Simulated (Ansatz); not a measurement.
Phonons of SrO (rock salt) at Γ, L = (0.5, 0.0, 0.0), X = (0.5, 0.5, 0.0).

SrO (rock salt)

```xyz
2
Lattice="0.0000 2.5975 2.5975 2.5975 0.0000 2.5975 2.5975 2.5975 0.0000" Properties=species:S:1:pos:R:3 pbc="T T T"
O      0.0000     0.0000     0.0000
Sr     2.5975     2.5975     2.5975
```

The numbers are results of PBE (plane waves to 420 eV, PAW, scalar-relativistic; Ansatz, a first-principles code), not measurements. Harmonic phonons by density-functional perturbation theory on a 10×10×10 k mesh, in cm⁻¹; i marks imaginary ones, q is in fractions of the reciprocal vectors of the cell shown, and the three acoustic modes at Γ are left out. The non-analytic (LO-TO) term is not included, so polar modes at Γ have their transverse values. The program warned that its band solver left a few bands short of their tolerance. SrO was relaxed with its symmetry unable to fall.

```json
[
 {"q": "Γ", "wavenumbers (cm⁻¹)": "189 (×3)"},
 {"q": "L = (0.5, 0.0, 0.0)", "wavenumbers (cm⁻¹)": "99 (×2), 223, 257 (×2), 412"},
 {"q": "X = (0.5, 0.5, 0.0)", "wavenumbers (cm⁻¹)": "122 (×2), 177, 222 (×2), 305"}
]
```

The structure shows no imaginary mode at these points (lowest 99 cm⁻¹ at L = (0.5, 0.0, 0.0)); other wave vectors were not tested.

Highest mode: 412 cm⁻¹ at L = (0.5, 0.0, 0.0).
